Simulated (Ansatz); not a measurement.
**One input, then a changed one: Fe (hcp type)**

First run: DFT, PBEsol, PAW with Ansatz's default frozen-core files, scalar-relativistic (Ansatz 0.2.0).

Command: `ansatz run input.yaml --threads 1 --pin off --max-ram 3072MiB --backend cpu --events-out ev --progress --plain --runs-dir out` It took 36 s on 1 thread of AMD EPYC 9R45 96-Core Processor (Zen 5), on a shared host, peak memory 0.54 GiB.

```yaml
crystal:
  lattice:
    - [2.4905645811, 0.0, 0.0]
    - [-1.2452822905, 2.156892197, 0.0]
    - [0.0, 0.0, 4.0347146213]
  atoms:
    - { symbol: Fe, position: [0.3333333333, 0.6666666667, 0.25], spin: 2.5 }
    - { symbol: Fe, position: [0.6666666667, 0.3333333333, 0.75], spin: 2.5 }
magnetization:
  spin_polarized: true
kpoints:
  mp_grid: { grid: [19, 19, 11] }
scf:
  occupations: { method: fermi_dirac, width: 0.08 }
hamiltonian:
  xc: pbesol
  pseudopotentials: { kind: paw }
output:
  forces: true
  stress: true
  write_density: true
  write_potential: true
  elf: true
  volumetric_format: npy
relax:
  f_tol: 0.005
  max_steps: 40
  cell: {}
```

The start is a guessed cell of a prototype that needn't be stable.

This run: cell relaxed at zero pressure.

It converges in 58 SCF iterations over all geometries at a pressure of -0.03 GPa, cell moment 0.00 μB, ending at 9.82 Å³/atom, cutoff 420 eV.

The input is then changed:

```diff
 scf:
-  occupations: { method: fermi_dirac, width: 0.08 }
+  occupations: { method: gaussian, width: 0.025 }
 hamiltonian:
   stress: true
-  write_density: true
-  write_potential: true
-  elf: true
-  volumetric_format: npy
 relax:
```

Task: Predict the outcome of the changed run.

Result: It converges in 57 SCF iterations over all geometries at a pressure of -0.03 GPa, cell moment 0.00 μB, ending at 9.81 Å³/atom, cutoff 420 eV, free energy +11.5 meV/atom against the first run's.
